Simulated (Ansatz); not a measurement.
Data:

Cd (diamond, space group No. 227), a = b = c = 6.6992 Å, α = β = γ = 90.00°; the cell used has 2 atoms.

This is the PBE-relaxed structure.

All from PBE in the plane-wave PAW code Ansatz, unless another level is named. Predict the elastic constants (relaxed ions, GPa).

C11 = 10.2, C12 = 15.9, C44 = -4.5.

Predict the highest zone-centre frequency.

96 cm⁻¹.

Space group Fd-3m (diamond). The cell is a constructed one: a structure type filled with these elements; neither database checked (COD, Materials Project) lists it. It is not the phase usual at ambient conditions (space group No. 194). The PBE relaxation kept the symmetry of its start. At this level the phase is mechanically unstable. As this level gives no gap, shear constants depend on the k-mesh and smearing (Fermi–Dirac, 0.1 eV here). As this level gives no gap, phonon frequencies hold no LO–TO term and depend on the k-mesh and smearing (Fermi–Dirac, 0.1 eV here).

Potentials: the later of the program's two PAW sets.
